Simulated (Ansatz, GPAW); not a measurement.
**One calculation of Sn3Se, 4 ways**

```xyz
4
Lattice="0.0000 3.7331 3.7331 3.7331 0.0000 3.7331 3.7331 3.7331 0.0000" Properties=species:S:1:pos:R:3 pbc="T T T"
Sn    3.7331    3.7331    3.7331
Sn    5.5997    5.5997    5.5997
Sn    1.8666    1.8666    1.8666
Se    0.0000    0.0000    0.0000
```

The cell comes from a database or a generator and needn't be the stable form of this composition.

Alike in all runs: task band structure; functional PBEsol; k mesh 6 × 6 × 6; occupations fermi-dirac, width 0.05 eV; no spin polarisation; no spin-orbit coupling. Pressure is positive in compression and, in plane waves, holds the error of the finite cutoff, which Ansatz's Pulay term estimates and takes out.

```tsv
program and potentials	plane-wave cutoff (eV)	notes	pressure (GPa)
Ansatz, Ansatz PAW	420	potentials made for PBE, which Ansatz adapts in part; 14.5 valence electrons an atom on average; Pulay term of +0.03 GPa included	-3.19
Ansatz, all-electron LAPW, scalar-relativistic	-	-	-3.19
GPAW, PAW data sets generated for this functional	600	12 valence electrons an atom on average	-3.40
Ansatz, PAW datasets made for the crystal	260	12 valence electrons an atom on average	-3.19
```

The pressure spans -3.40 (GPAW, PAW data sets generated for this functional) to -3.19 GPa (Ansatz, all-electron LAPW, scalar-relativistic), with all-electron results at -3.19.

Differences between rows come from potentials, basis sets and numerical settings, since the functional is the same but for its coding. Runs on potential files found faulty are left out.
